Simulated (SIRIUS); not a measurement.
A self-consistent single point of W (Pmm2, 8 atoms in the cell; from COD 9008583, changed as shown).

```xyz
8
Lattice="5.0830 0.0000 0.0000 0.0000 5.0830 0.0000 0.0000 0.0000 5.0830" Properties=species:S:1:pos:R:3 pbc="T T T"
W      0.0000     0.0000     0.0000
W      2.5415     2.6215     2.5415
W      0.0000     2.5415     1.2708
W      0.0000     2.5415     3.8123
W      1.2708     0.0000     2.5415
W      3.8123     0.0000     2.5415
W      2.5415     3.8123     0.0000
W      2.5415     1.2708     0.0000
```

Level of theory: PBEsol, PseudoDojo 0.4 standard norm-conserving PBEsol (tails mended) pseudopotentials (plane waves; SIRIUS).

SIRIUS settings:

- parameters.ngridk = 3 3 3
- parameters.xc_functionals = [XC_GGA_X_PBE_SOL, XC_GGA_C_PBE_SOL]
- parameters.gk_cutoff = 8.602 1/bohr
- parameters.pw_cutoff = 17.205 1/bohr
- parameters.shiftk = 1 1 1
- parameters.smearing = fermi_dirac
- parameters.smearing_width = 0.00367493 Ha
- potentials = PseudoDojo 0.4 standard norm-conserving PBEsol (tails mended) pseudopotentials
- parameters.electronic_structure_method = pseudopotential
- parameters.num_bands = 67
- parameters.num_mag_dims = 0
- parameters.num_dft_iter = 100
- parameters.energy_tol = 1e-07 Ha
- parameters.density_tol = 1e-06
- mixer.type = anderson
- mixer.beta = 0.3
- mixer.use_hartree = true

Results:

```
Item                                                      Result
------------------------------------------------  --------------
Number of valence electrons                                  112
Number of bands                                               67
Number of k-points after the program's reduction               8
Number of plane waves (most at a k-point)                   9568
Number of SCF iterations                                      20
FFT grid                                            60 × 60 × 60
Free energy E − TS                                -16506.9130 eV
Pressure                                               -8.00 GPa
Largest force (vector length)                         1.338 eV/Å
```

Forces (eV/Å):
```
atom      Fx      Fy      Fz
----  ------  ------  ------
W1     0.000   0.130   0.000
W2     0.000  -1.338   0.000
W3     0.000   0.048  -0.010
W4     0.000   0.048   0.010
W5    -0.006   0.422   0.000
W6     0.006   0.422   0.000
W7     0.000   0.149   0.000
W8     0.000   0.119   0.000
```

Stress (GPa, positive for compression):
```
-8.02   0.00   0.00
 0.00  -7.89   0.00
 0.00   0.00  -8.07
```

For comparison: a first run was changed to give this one (atom 2 moved by +0.08 angstrom along y), and from it to this one the free energy goes up by 6.7 meV/atom, the pressure goes from -8.18 to -8.00 GPa and the largest force goes from 0.000 to 1.338 eV/Å.

Spin-orbit coupling is left out, which matters for bands and gaps with elements this heavy. Forces above 1 eV/Å remain at this geometry. No clean gap shows at this smearing width and mesh (spacing up to 0.41 Å⁻¹); the mesh is coarse for partly filled bands, so the values carry mesh errors.

Cost on one core: about 5 core-minutes (a rough figure).

“Tails mended”: in these copies of the files the far tail of each local potential was reset to the Coulomb form.
